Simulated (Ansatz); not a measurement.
Sb:
```yaml
crystal:
  lattice:
    - [0.00000, 3.47293, 3.47293]
    - [3.47293, 0.00000, 3.47293]
    - [3.47293, 3.47293, 0.00000]
  atoms:
    - { symbol: Sb, position: [0.00000, 0.00000, 0.00000] }
    - { symbol: Sb, position: [0.25000, 0.25000, 0.25000] }
```

Relaxed with r²SCAN. Special points in fractions of this cell's reciprocal vectors: Γ (0.000, 0.000, 0.000); X (0.500, 0.000, 0.500); U (0.625, 0.250, 0.625); K (0.375, 0.375, 0.750); L (0.500, 0.500, 0.500); W (0.500, 0.250, 0.750).

Problem. List the band energies nearest the Fermi level at these points for r²SCAN with spin–orbit coupling in the plane-wave PAW code Ansatz.

Solution. In eV from the Fermi level; about four levels below and three above (degenerate sets whole), none deeper than 8.9 eV; points with the same levels are listed once.

```tsv
k	below	above
Γ	-1.74 -1.74 -1.74 -1.74	0.09 0.09 0.68 0.68 0.68 0.68
X	-0.46 -0.46 -0.46 -0.46	4.41 4.41 4.41 4.41
U	-3.45 -3.45 -0.47 -0.47	1.23 1.23 3.29 3.29
L	-2.58 -2.58 -2.30 -2.30	1.43 1.43 1.79 1.79
W	-4.10 -4.10 -3.90 -3.90	0.63 0.63 1.07 1.07
```

Space group Fd-3m (diamond). The start of the workflow was typed in or built on a structure type; neither database checked (COD, Materials Project) lists it. It is not the phase usual at ambient conditions (space group No. 166). The cell was relaxed with r²SCAN under the symmetry of its start. At this level the phase is mechanically unstable.

Potentials: the earlier of the program's two PAW sets.
